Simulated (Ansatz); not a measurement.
Relaxed-ion elastic tensor of Ti₅Si₃ in space group P6_3/mcm (No. 193; Ti on 4d, Si on 6g, Ti on 6g) in GPa (Voigt order), DFT-LDA in the program Ansatz with PAW potentials; density 4.58 g/cm³, 14.65 Å³ per atom.

```
 307   130  63.5   0.0   0.0   0.0
 130   307  63.5   0.0   0.0   0.0
63.5  63.5   292   0.0   0.0   0.0
 0.0   0.0   0.0  98.8   0.0   0.0
 0.0   0.0   0.0   0.0  98.8   0.0
 0.0   0.0   0.0   0.0   0.0  88.6
```

Problem. Is the crystal mechanically stable?

Solution. Yes: the smallest eigenvalue of C is 88.6 GPa.

Problem. Work out the Voigt, Reuss and Hill averages.

Solution. K_V = 158, K_R = 156, K_H = 157; G_V = 101, G_R = 98.6, G_H = 99.6 GPa.

Problem. Give Young's modulus, Poisson's ratio, Pugh's ratio and the universal anisotropy index.

Solution. E = 9KG/(3K + G) = 246 GPa; ν = 0.24; K/G = 1.58 (brittle by the Pugh limit of 1.75); A_U = 5G_V/G_R + K_V/K_R − 6 = 0.11.

Problem. Estimate the sound speeds and the Debye temperature.

Solution. v_l = √((K + 4G/3)/ρ) = 7950 m/s, v_t = √(G/ρ) = 4660 m/s, mean 5170 m/s; Θ = (h/k)(3n/4πV)^(1/3) v_m = 629 K.

Problem. Solve the Christoffel equation for the three sound speeds along x, y, z.

Solution. Eigenvalues of C_ijkl n_j n_l equal ρv². In km/s, slowest first: x 4.40, 4.64, 8.19; y 4.40, 4.64, 8.19; z 4.64, 4.64, 7.98.

Problem. How much does each axis shrink under pressure?

Solution. Linear compressibilities β_i = Σ_j S_ij (j = 1 to 3): x 1.9, y 1.9, z 2.6 per TPa.

The workflow started from an entry of the Crystallography Open Database (COD). Its standing as an ambient phase is unchecked. Symmetry was held in the LDA relaxation; whether a distortion lowers the energy is not shown. The run is not spin-polarised. As this level gives no gap, shear constants depend on the k-mesh and smearing (Fermi–Dirac, 0.1 eV here). On the denser mesh and wider smearing of the elastic run this cell carries a stress of 0.3 GPa.

Potentials: the later of the program's two PAW sets.
